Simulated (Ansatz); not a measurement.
**From the elastic tensor of Al2Cu at 15 GPa (stress–strain coefficients) to moduli and sound speeds**

These are results of Ansatz 0.2.0, DFT LDA, scalar-relativistic, plane waves, PAW, not measurements. Cutoff 420 eV, 16×16×16 k-points (Γ-centred), Fermi-Dirac smearing of 0.15 eV. No spin polarisation.

The structure is cubic, space group Fm-3m (No. 225). The conventional cell has a = 5.473 Å, b = 5.473 Å, c = 5.473 Å, α = 90.00°, β = 90.00°, γ = 90.00°. Al (site symmetry -43m) has 4 Cu at 2.37 Å as nearest neighbours. Cu (site symmetry m-3m) is surrounded by 8 Al at 2.37 Å.

In a metal, frequencies and elastic constants depend on the k mesh and the smearing, soft modes and shear constants most. Other phases may be more stable at this pressure.

Relaxed-ion constants (GPa, on the Cartesian axes of the calculation):
C11 = 278.5, C12 = 114.0, C13 = 126.0, C22 = 278.5, C23 = 126.0, C33 = 266.5, C44 = 82.3, C55 = 82.3, C66 = 70.3 GPa; the others vanish.

Density 4.762 g/cm³; 3 atoms in 40.98 Å³.

The values that follow are for a polycrystal of randomly turned grains, by Hill's mean where one number stands.

With S = C⁻¹: B_V = (C11+C22+C33+2(C12+C13+C23))/9, G_V = (C11+C22+C33−C12−C13−C23+3(C44+C55+C66))/15, 1/B_R = S11+S22+S33+2(S12+S13+S23), 15/G_R = 4(S11+S22+S33−S12−S13−S23)+3(S44+S55+S66); Hill is their mean. Then v_l = √((B+4G/3)/ρ), v_t = √(G/ρ), v_m = [(2/v_t³+1/v_l³)/3]^(−1/3) and Θ = (ħ/k_B)·v_m·(6π²n/V)^(1/3) for n atoms in the volume V; E = 9BG/(3B+G), ν = (3B−2G)/(2(3B+G)) and A^U = 5G_V/G_R + B_V/B_R − 6.

- Bulk modulus, Voigt / Reuss / Hill: 172.8 / 172.8 / 172.8 GPa
- Shear modulus, Voigt / Reuss / Hill: 77.5 / 77.0 / 77.3 GPa
- Young's modulus: 202 GPa
- Poisson ratio: 0.305
- Pugh ratio B/G: 2.24
- Universal anisotropy index: 0.03
- Longitudinal and transverse sound speeds: 7611 and 4028 m/s
- Debye temperature from the mean sound speed: 561 K

Whether Al2Cu exists in this form wasn't checked.

Cost: 1 run of about 3 core-minutes, on Arm Neoverse V1 (shared hosts).